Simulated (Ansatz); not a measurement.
SrZrO3:
```xyz
10
Lattice="-2.8977 4.0675 2.9068 2.8977 -4.0675 2.9068 2.8977 4.0675 -2.9068" Properties=species:S:1:pos:R:3 pbc="T T T"
Sr     2.8977     2.0337    -0.0690
Sr     0.0000     2.0337     2.9758
Zr     0.0000     4.0675     0.0000
Zr     0.0000     0.0000     0.0000
O      2.8977     2.0337     2.4106
O      0.0000     2.0337     0.4962
O      1.4489    -0.3841     1.4534
O      1.4489     4.4516     1.4534
O     -1.4489     4.4516     1.4534
O      1.4489     3.6834    -1.4534
```

Relaxed with PBEsol. Special points in fractions of this cell's reciprocal vectors: Γ (0.000, 0.000, 0.000); X (0.500, -0.500, 0.500); F0 (0.377, -0.377, 0.623); Σ0 (-0.377, 0.377, 0.377); Λ0 (0.378, 0.378, -0.378); G0 (0.622, -0.378, 0.378); R (0.000, 0.500, 0.000); W (0.250, 0.250, 0.250); S (0.500, 0.000, 0.000); T (0.000, 0.000, 0.500).

Question: List the band energies nearest the valence-band maximum at these points for PBEsol (plane waves, PAW; program Ansatz).

Answer: In eV from the valence-band maximum; about four levels below and three above (degenerate sets whole), none deeper than 8.9 eV; points with the same levels are listed once.

```csv
k,below,above
Γ,-0.24 -0.20 -0.13 -0.08,3.59 3.84 3.95
X,-0.59 -0.32 -0.26 0.00,3.90 5.23 5.41
F0,-0.82 -0.82 -0.42 -0.17,4.45 5.34 5.34
Λ0,-0.77 -0.60 -0.47 -0.14,4.39 5.30 5.46
R,-0.62 -0.21 -0.19 -0.05,4.10 5.31 5.42
W,-0.50 -0.50 -0.28 -0.28,4.90 4.90 5.62 5.62
S,-0.50 -0.37 -0.27 -0.21,5.24 5.28 5.29
T,-0.47 -0.47 -0.38 -0.38,5.34 5.34 5.42 5.42
```

Space group Imma. The first step of the workflow began from a Materials Project structure, measured or hypothetical; the Crystallography Open Database copy checked does not list it. COD files the formula under space group No. 62, 63, 221. Its standing as an ambient phase is unchecked. Symmetry was held in the PBEsol relaxation; its stability against distortions is not shown here. No spin polarisation was allowed. Spin–orbit coupling is left out wherever it is not named.

Potentials: the later of the program's two PAW sets.
